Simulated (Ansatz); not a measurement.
The geometry is COD entry 9008482, unchecked; take it as a test cell. The listed cell was then made from it by scaling, straining or moving an atom.

Rh: DFT, LDA, all-electron LAPW, scalar-relativistic (Ansatz 0.2.0). What sets it apart from a plain run of this crystal: equal xy, yz and zx engineering shear strains of +1 %.

Command: `ansatz run input.yaml --threads 1 --pin off --max-ram 3072MiB --backend cpu --events-out ev --progress --plain --runs-dir out` The run took 24 s on 1 thread of Intel(R) Xeon(R) 6975P-C (Granite Rapids), on a shared host, peak memory 0.68 GiB.

```yaml
crystal:
  lattice:
    - [0.0190155, 1.91105775, 1.91105775]
    - [1.91105775, 0.0190155, 1.91105775]
    - [1.91105775, 1.91105775, 0.0190155]
  atoms:
    - { symbol: Rh, position: [0.0, 0.0, 0.0] }
kpoints:
  mp_grid: { grid: [16, 16, 16] }
  band_path:
    path:
      - [0.0, 0.0, 0.0]
      - [0.5, 0.5, 0.5]
      - [0.247543133, 0.5, 0.752456867]
      - [-0.247543133, 0.247543133, 0.5]
      - [0.0, 0.0, 0.5]
      - [0.0, 0.0, 0.0]
      - [-0.3737715665, 0.0, 0.3737715665]
      - [0.0, 0.3737715665, 0.6262284335]
      - [0.0, 0.5, 0.5]
    npoints: 5
scf:
  occupations: { method: fermi_dirac, width: 0.03 }
hamiltonian:
  xc: lda
  pseudopotentials: { kind: all_electron, lapw: { basis_error: 0.00025 } }
output:
  forces: true
  stress: true
  eigenvalues: true
```

Output (standing set-up lines are left out):

```
LAPW: plane waves up to 9.174 Å⁻¹, error target 2.5e-4 eV per atom; small_component_spin mean_spin; Rh in spheres of 1.338 Å, 27 of its electrons in bands, Dirac shells []
Crystal: 1 atoms, lattice volume = 13.751 Å³
Basis set: ecut = 320.6304281520683 eV, 169 PW (Γ), exchange–correlation at level 2
Symmetry: 12 space group operations
Space group: R-3m (ITA 166), of the structure as read, at distance tolerance 2.4e-5 Å
k-points: 417 of 4096
iter 1 solved again at ethr=3.91e-4 eV; its pass at ethr=1.00e-1 eV (dr2=1.06e-1 eV) is discarded
SCF iter   1: F=—  HF=-130063.724404 eV  |F-HF|=—  |Δ(HF+E_count)|=         —  Δρ=3.93e-2  dr2=1.06e-1  ethr=3.91e-4  ⟨swp⟩=2.9  Hψ=49147  notcnv=0
preconditioner: auto → none  [metal: Δε(μ)=0.009 eV  Ē_g=13.722 eV  σ=0.030 eV  W_gap=0.07  n_scr=8 (ndim 8)  ℏωp=30.0 eV  f_vac=0.000  D(μ)=1.57/eV (n_scr^D=14)  sad-step TF]
iter 2 solved again at ethr=8.13e-6 eV; its pass at ethr=3.91e-4 eV (dr2=2.19e-3 eV) is discarded
SCF iter   2: F=—  HF=-130063.231942 eV  |F-HF|=—  |Δ(HF+E_count)|=   4.92e-1  Δρ=4.41e-3  dr2=2.20e-3  ethr=8.13e-6  ⟨swp⟩=2.0  Hψ=38685  notcnv=0
SCF iter   3: F=—  HF=-130063.180352 eV  |F-HF|=—  |Δ(HF+E_count)|=   5.16e-2  Δρ=6.00e-3  dr2=3.08e-3  ethr=8.13e-6  ⟨swp⟩=2.7  Hψ=22887  notcnv=0
SCF iter   4: F=—  HF=-130063.177442 eV  |F-HF|=—  |Δ(HF+E_count)|=         —  Δρ=7.98e-4  dr2=5.89e-5  ethr=8.13e-6  ⟨swp⟩=2.0  Hψ=20741  notcnv=0
the basis was enlarged: its passes take 942.0 KiB over the memory plan, 1 of 1 planned eigensolver slots
SCF iter   5: F=—  HF=-130063.177422 eV  |F-HF|=—  |Δ(HF+E_count)|=   2.02e-5  Δρ=7.43e-5  dr2=4.84e-7  ethr=2.18e-7  ⟨swp⟩=2.0  Hψ=20741  notcnv=0
SCF iter   6: F=-130063.177422 eV  HF=-130063.177422 eV  |F-HF|=1.28e-8  |Δ(HF+E_count)|=   1.39e-7  Δρ=3.68e-6  dr2=1.16e-9  ethr=1.79e-9  ⟨swp⟩=2.1  Hψ=20814  notcnv=0
SCF 1 converged in 6 iterations: F = -130063.177422 eV  dr2 = 1.16e-9
NSCF: frozen V_eff on 41 k-points
SCF converged after 6 iterations
Free energy (F): -130063.177422 eV
Harris-Foulkes:  -130063.177422 eV  (|F-HF|=1.28e-8)
Internal energy: -130063.172957 eV  (E = F + TS)
E sigma→0 (E₀):  -130063.175189 eV
Entropy (-TS):   -0.004465 eV (-4.465 meV/atom)
Fermi energy:    24.247469 eV
--- Per-component energies (eV) ---
  E_band       = -2781.089569
  E_kinetic    = 135450.113563
  E_xc         = -3654.537712
  E_electrostatic = -261858.748808  (all electrons and nuclei)
  E_smearing   = -0.004465  (= −TS)
  E_closure    = -0.000000  (closes the sum)
  E_atoms      = -130054.476644  (free atoms, spherical and without spin; not in F)
  Σ components = -130063.177422   (vs F -130063.177422, Δ=0.00e0)
  Basis errors (estimates in eV, not in F): energy 5.3e-5 per atom: plane waves 4.5e-5 (2.3e-5 summed), levels above the bands 3.3e-281, relativity 4.5e-9, radial functions 7.7e-6, core shells 3.7e-7; eigenvalues (radial functions only) 2.5e-7; not estimated: angular momenta, meshes, grids; target (lapw.basis_error) 2.5e-4; muffin-tin radii Rh 1.338 Å
--- Forces (eV/Å), atoms counted from 1 ---
  atom   1  Rh    -0.00000000     0.00000000    -0.00000000
  max |Σ_I F_I| component: 5.55e-32 eV/Å
--- Stress (GPa, compression-positive) ---
      -11.102773      -1.850137      -1.850137
       -1.850137     -11.102773      -1.850137
       -1.850137      -1.850137     -11.102773
  P = ⅓ Tr σ = -11.1028 GPa (-111.028 kbar)
--- Band table (eV; the first three rows and the last of 417) ---
  k-point 0: bands = ["-272.8483", "-272.8483", "-272.8419", "-272.8154", "-272.8154", "-54.4582", "-21.9851", "-21.9791", "-21.9791", "16.2017", "21.0267", "21.2070", "21.2070", "23.2789", "23.2789", "40.0178", "45.0033", "45.4649"]
  k-point 1: bands = ["-272.8483", "-272.8483", "-272.8419", "-272.8154", "-272.8154", "-54.4538", "-22.0094", "-21.9882", "-21.9834", "16.3603", "21.0612", "21.1615", "21.2747", "23.2408", "23.2417", "40.2503", "44.5871", "45.3144"]
  k-point 2: bands = ["-272.8483", "-272.8483", "-272.8419", "-272.8154", "-272.8154", "-54.4412", "-22.0932", "-21.9992", "-21.9956", "16.8096", "20.9407", "21.2645", "21.4467", "23.1655", "23.1682", "40.8536", "42.9793", "45.9737"]
  k-point 416: bands = ["-272.8483", "-272.8483", "-272.8419", "-272.8154", "-272.8154", "-54.3511", "-22.7001", "-22.0734", "-22.0734", "18.0731", "21.1052", "21.1052", "24.7829", "24.8113", "24.8113", "32.5820", "39.6945", "45.3285"]
```
